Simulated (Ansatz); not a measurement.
Structure types of Ge compared at 61 GPa

Structure types of Ge are relaxed in primitive cells with their symmetry kept at 61 GPa, first on PAW files, then by LAPW. The enthalpy is E + pV at zero temperature, without zero-point motion. Only the types listed were tried, and differences under about 5 meV/atom are mesh noise. The real phase may be another.

Level of theory: DFT with LDA, scalar-relativistic, in Ansatz 0.2.0; Fermi–Dirac smearing of 0.08 eV, no spin polarisation. LAPW: all electrons, basis error target 0.5 meV/atom; PAW: frozen-core files, cutoff 420 eV.

k meshes: bcc 18×18×18, hcp 16×16×9, diamond 13×13×13, beta tin 17×17×17, simple hexagonal 17×17×16.

The PAW files were made under PBE.

| start type | ends as | a, b, c (Å) | V (Å³/atom) | H − H(lowest), LAPW (meV/atom) |
| --- | --- | --- | --- | --- |
| bcc | bcc, Im-3m | 2.929, 2.929, 2.929 | 12.57 | 60.0 |
| hcp | hcp, P6_3/mmc | 2.607, 2.607, 4.275 | 12.58 | ? |
| diamond | diamond, Fd-3m | 4.978, 4.978, 4.978 | 15.42 | ? |
| beta tin | beta tin, I4_1/amd | 4.555, 4.555, 2.469 | 12.80 | 0.0 |
| simple hexagonal | simple hexagonal, P6/mmm | 2.510, 2.510, 2.339 | 12.76 | 10.1 |

Problem. Fill in "H − H(lowest), LAPW (meV/atom)" for the row "diamond".

Solution. 1033.7.

Problem. Give the missing entry: row "hcp", column "H − H(lowest), LAPW (meV/atom)".

Solution. 69.5.

Problem. Split the lead of beta tin over simple hexagonal into energy and pV.

Solution. For simple hexagonal less beta tin: ΔE = +26.9 meV/atom, and p·ΔV = 61 GPa × -0.0440 Å³ × 6.242 meV/(GPa·Å³) = -16.7 meV/atom, together 10.2 meV/atom. beta tin wins by its internal energy, though it is the less dense.

Problem. Would simple hexagonal gain on beta tin at higher pressure?

Solution. Yes: dH/dp = V, and its volume is smaller by 0.04 Å³/atom. Held constant, that would close the gap after about 37 GPa more, a rough figure, since the volume difference changes with pressure.
